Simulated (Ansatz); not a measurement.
Relaxation of a relaxed CeO2 cell shaken by Gaussian noise of σ = 0.08 Å a coordinate; 9 atoms in the cell, which starts as P1 (No. 1), aP9; a = 4.550 Å, b = c = 5.937 Å, α = 120.00°, β = γ = 90.00°. The numbers are results of r2SCAN (plane waves to 500 eV, PAW, scalar-relativistic; Ansatz, a program for electronic structure), not measurements. Γ-centred k-mesh 5×5×5 on the run's cell (coarser than for final values), Fermi–Dirac smearing 0.05 eV. This is the first round of the run. 

The optimiser's lines from the output (shortened; P is positive under compression):

```
relax step   1: F+E_penalty+E_count = -23195.61078836 eV  Δ(F+E_penalty+E_count) = +0.000e0 eV  max|allowed force component| = 2.638e0 eV/Å  Δτ_max = 0.0000 Å  P = +4.074 GPa  Ω = 138.873 Å³  (2 SCF iters, dr2 threshold 1.00e-7 eV, accepted)
relax step   2: F+E_penalty+E_count = -23195.81858624 eV  Δ(F+E_penalty+E_count) = -2.078e-1 eV  max|allowed force component| = 1.252e0 eV/Å  Δτ_max = 0.1947 Å  P = -0.267 GPa  Ω = 138.290 Å³  (11 SCF iters, dr2 threshold 9.00e-7 eV, accepted)
relax step   3: F+E_penalty+E_count = -23196.17533838 eV  Δ(F+E_penalty+E_count) = -3.568e-1 eV  max|allowed force component| = 1.777e-1 eV/Å  Δτ_max = 0.2000 Å  P = -0.187 GPa  Ω = 137.510 Å³  (11 SCF iters, dr2 threshold 9.00e-7 eV, accepted)
relax step   4: F+E_penalty+E_count = -23196.24096594 eV  Δ(F+E_penalty+E_count) = -6.563e-2 eV  max|allowed force component| = 1.111e-1 eV/Å  Δτ_max = 0.2000 Å  P = -0.938 GPa  Ω = 134.759 Å³  (10 SCF iters, dr2 threshold 9.00e-7 eV, accepted)
relax step   5: F+E_penalty+E_count = -23196.33240248 eV  Δ(F+E_penalty+E_count) = -9.144e-2 eV  max|allowed force component| = 2.234e-1 eV/Å  Δτ_max = 0.1979 Å  P = -2.121 GPa  Ω = 130.263 Å³  (11 SCF iters, dr2 threshold 9.00e-7 eV, accepted)
relax step   6: F+E_penalty+E_count = -23196.50398223 eV  Δ(F+E_penalty+E_count) = -1.716e-1 eV  max|allowed force component| = 3.153e-1 eV/Å  Δτ_max = 0.1949 Å  P = -2.381 GPa  Ω = 124.755 Å³  (11 SCF iters, dr2 threshold 9.00e-7 eV, accepted)
relax step   7: F+E_penalty+E_count = -23196.72921512 eV  Δ(F+E_penalty+E_count) = -2.252e-1 eV  max|allowed force component| = 4.390e-1 eV/Å  Δτ_max = 0.1951 Å  P = -0.716 GPa  Ω = 118.952 Å³  (11 SCF iters, dr2 threshold 9.00e-7 eV, accepted)
relax step   8: F+E_penalty+E_count = -23196.93648501 eV  Δ(F+E_penalty+E_count) = -2.073e-1 eV  max|allowed force component| = 4.037e-1 eV/Å  Δτ_max = 0.0968 Å  P = +3.117 GPa  Ω = 114.232 Å³  (10 SCF iters, dr2 threshold 9.00e-7 eV, accepted)
relax step   9: F+E_penalty+E_count = -23197.09339309 eV  Δ(F+E_penalty+E_count) = -1.569e-1 eV  max|allowed force component| = 3.750e-1 eV/Å  Δτ_max = 0.2000 Å  P = -0.739 GPa  Ω = 114.639 Å³  (11 SCF iters, dr2 threshold 9.00e-7 eV, accepted)
relax step  10: F+E_penalty+E_count = -23197.18091140 eV  Δ(F+E_penalty+E_count) = -8.752e-2 eV  max|allowed force component| = 2.590e-1 eV/Å  Δτ_max = 0.2000 Å  P = -0.870 GPa  Ω = 113.561 Å³  (10 SCF iters, dr2 threshold 9.00e-7 eV, accepted)
relax step  11: F+E_penalty+E_count = -23197.23171127 eV  Δ(F+E_penalty+E_count) = -5.080e-2 eV  max|allowed force component| = 3.553e-1 eV/Å  Δτ_max = 0.1950 Å  P = -0.411 GPa  Ω = 112.186 Å³  (10 SCF iters, dr2 threshold 9.00e-7 eV, accepted)
relax step  12: F+E_penalty+E_count = -23197.26039437 eV  Δ(F+E_penalty+E_count) = -2.868e-2 eV  max|allowed force component| = 3.424e-2 eV/Å  Δτ_max = 0.1876 Å  P = +0.147 GPa  Ω = 112.173 Å³  (10 SCF iters, dr2 threshold 9.00e-7 eV, accepted)
relax step  13: F+E_penalty+E_count = -23197.26134603 eV  Δ(F+E_penalty+E_count) = -9.517e-4 eV  max|allowed force component| = 2.985e-3 eV/Å  Δτ_max = 0.0187 Å  P = -0.003 GPa  Ω = 112.162 Å³  (9 SCF iters, dr2 threshold 2.04e-7 eV, accepted)
relax step  14: F+E_penalty+E_count = -23197.24898537 eV  Δ(F+E_penalty+E_count) = +1.236e-2 eV  max|allowed force component| = 2.922e-3 eV/Å  Δτ_max = 0.0000 Å  P = -0.028 GPa  Ω = 112.162 Å³  stress off target by 6.77e-2 GPa  SCF on the basis re-selected at this cell (its energy is not comparable with the rows above)  (10 SCF iters)
relax step  15: F+E_penalty+E_count = -23197.24903594 eV  Δ(F+E_penalty+E_count) = -5.057e-5 eV  max|allowed force component| = 5.850e-4 eV/Å  Δτ_max = 0.0038 Å  P = +0.011 GPa  Ω = 112.119 Å³  (9 SCF iters, dr2 threshold 1.14e-8 eV, accepted)
relax step  16: F+E_penalty+E_count = -23197.24900339 eV  Δ(F+E_penalty+E_count) = +3.255e-5 eV  max|allowed force component| = 5.862e-4 eV/Å  Δτ_max = 0.0000 Å  P = +0.011 GPa  Ω = 112.119 Å³  stress off target by 1.42e-2 GPa  SCF on the basis re-selected at this cell (its energy is not comparable with the rows above)  (7 SCF iters)
```

From the first to the last row the energy changes by -0.18 eV/atom and the volume by -19.3 %. The last row is marked as not comparable with the walk above it, whose basis was carried along; it does compare with step 1, since both stand on a basis selected at the nominal cutoff for their own cell.

Later rounds, restarted from the end of this one on a renewed k-mesh, logged 4 more steps and released under 1 meV/atom more. The final structure after all rounds: P321 (No. 150), hP9; a = b = 5.9928 Å, c = 3.6051 Å, α = β = 90.00°, γ = 120.00°. Between re-selections the logged energies stand on a plane-wave basis carried along with the cell. No spin polarisation in the result. No Hubbard U is applied. The f-shell occupation is the one the SCF fell into and was not checked against other states.

The relaxed structure here is a generated cell of CeO2: the first start was made by placing the elements on the sites of a structure type, and the end was not matched to a known phase here, so it may be hypothetical. Known forms of CeO2 include space group No. 225.
